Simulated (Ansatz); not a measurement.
Values for one crystal, relaxed and computed with PBEsol in the plane-wave PAW code Ansatz; other levels are named.

```yaml
volume_per_atom: 14.15 Å³
electronic_character: metallic (no gap)
Density of states at the Fermi level: 0.20 states/eV per atom (mean over ±0.08 eV)
Bulk modulus (Birch–Murnaghan fit): 188 GPa
Pressure derivative B′: 4.8
Formation energy from the elements (no fitted shifts): -0.49 eV/atom
Gap with spin–orbit coupling: none (metallic)
```

**Question.** Which compound is it?
(A) BaCd2Ge2, I4/mmm (Ge on 4e, Cd on 4d, Ba on 2a)
(B) Y3Ge4, Cmcm (Pearson symbol oS28)
(C) Si2Ru, P4/mmm (Si on 2h, Ru on 1a)
(D) SnGe, P-6m2 (Sn on 1a, Ge on 1f)

**Answer.** C, Si2Ru, P4/mmm (Si on 2h, Ru on 1a)

The first step of the workflow began from a Materials Project structure, measured or hypothetical; the Crystallography Open Database copy checked does not list it. Its standing as an ambient phase is unchecked. The cell was relaxed with PBEsol under the symmetry of its start; whether a distortion lowers the energy is not shown. The run is not spin-polarised. The references are the lowest solids computed at this level, not always the standard phases. Scalar-relativistic: spin–orbit coupling is off unless named, which matters more the heavier the elements.

Potentials: the later of the program's two PAW sets.
